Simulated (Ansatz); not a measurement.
The start is a relaxed Be cell displaced along its unstable phonon at q = (½, 0, 0) of its primitive reciprocal cell (348i cm⁻¹), largest move 0.15 Å. A full variable-cell relaxation at zero pressure is run with r2SCAN (plane waves to 500 eV, PAW, scalar-relativistic; Ansatz, an electronic-structure program). First-step values are on the input's coarse k-mesh.

Ansatz input (later rounds restart from its end on a renewed k-mesh):
Ansatz 0.2 input:
```yaml
crystal:
  lattice:
    - [0, 4.929913657, 4.929913657]
    - [2.4649568285, 0, 2.4649568285]
    - [2.4649568285, 2.4649568285, 0]
  atoms:
    - { symbol: Be, position: [0.3486498812, 0.7675667459, 0.7675667459] }
    - { symbol: Be, position: [0.9013501188, 0.7324332541, 0.7324332541] }
    - { symbol: Be, position: [0.2763501188, 0.4824332541, 0.4824332541] }
    - { symbol: Be, position: [0.7236498812, 0.5175667459, 0.5175667459] }
basis: { ecutwfc: 500, ecutrho_ratio: 4, xc_grid: 4, fft_grid_basis: typed }
kpoints: { mp_grid: { grid: [11, 11, 11] } }
hamiltonian:
  xc: r2scan
  dispersion: none
  pseudopotentials: { azcp: { folder: ./paw }, kind: paw }
scf: { occupations: { method: fermi_dirac, width: 0.05 } }
relax: { f_tol: 0.01, max_steps: 100, cell: { stress_tol: 0.02 } }
output: { forces: true, stress: true }
```

```json
{
  "largest_initial_force": "0.75 eV/Å, on Be1, Be3 (atoms numbered as listed)",
  "volume_change": "-47.9 %, from 14.98 to 7.81 Å³/atom",
  "relative_to_the_parent": "It does not go back: it reaches Im-3m (No. 229), bcc (W type), 1.62 eV/atom below the parent",
  "band_gap_at_the_end": "no gap (metallic)",
  "optimiser_moves": "21"
}
```

Final values are on a 26×26×26 k-mesh of the relaxed cell. No spin polarisation in the result.

The run could not lose the symmetry of its start: the end is stationary, and may be a saddle point rather than a minimum.

The relaxed structure here is a generated cell of Be: the first start was made by placing the elements on the sites of a structure type, and the end was not matched to a known phase here, so it may be hypothetical. Known forms of Be include space group No. 194.
